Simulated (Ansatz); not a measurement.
TaRu:
```
TaRu
1.0
    3.02146     0.00000     0.00000
    0.00000     3.02146     0.00000
    0.00000     0.00000     3.39244
Ru Ta
1 1
Direct
  0.00000   0.00000   0.00000
  0.50000   0.50000   0.50000
```

Relaxed with PBEsol. Special points in fractions of this cell's reciprocal vectors: Γ (0.000, 0.000, 0.000); X (0.000, 0.500, 0.000); M (0.500, 0.500, 0.000); Z (0.000, 0.000, 0.500); R (0.000, 0.500, 0.500); A (0.500, 0.500, 0.500).

### Question
List the band energies nearest the Fermi level at these points for PBEsol with spin–orbit coupling (plane waves, PAW; program Ansatz).

### Answer
In eV from the Fermi level; about four levels below and three above (degenerate sets whole), none deeper than 8.9 eV; points with the same levels are listed once.

```tsv
k	below	above
Γ	-2.35 -2.35 -1.45 -1.45	0.40 0.40 1.90 1.90
X	-1.20 -1.20 -0.78 -0.78	0.55 0.55 1.82 1.82
M	-4.72 -4.72 -4.72 -4.72	0.33 0.33 1.08 1.08
Z	-1.68 -1.68 -0.78 -0.78	0.01 0.01 0.70 0.70
R	-3.46 -3.46 -0.93 -0.93	0.23 0.23 0.63 0.63
A	-2.58 -2.58 -0.36 -0.36	0.38 0.38 3.79 3.79
```

Space group P4/mmm (L1₀ or tetragonal B2). The workflow started from an entry of the Crystallography Open Database (COD), which files this formula under 2 space groups. Whether it is the stable phase at ambient conditions was not checked. The PBEsol relaxation kept the symmetry of its start; of distortions, only those at the zone centre were tested. No spin polarisation was allowed.

Potentials: the later of the program's two PAW sets.
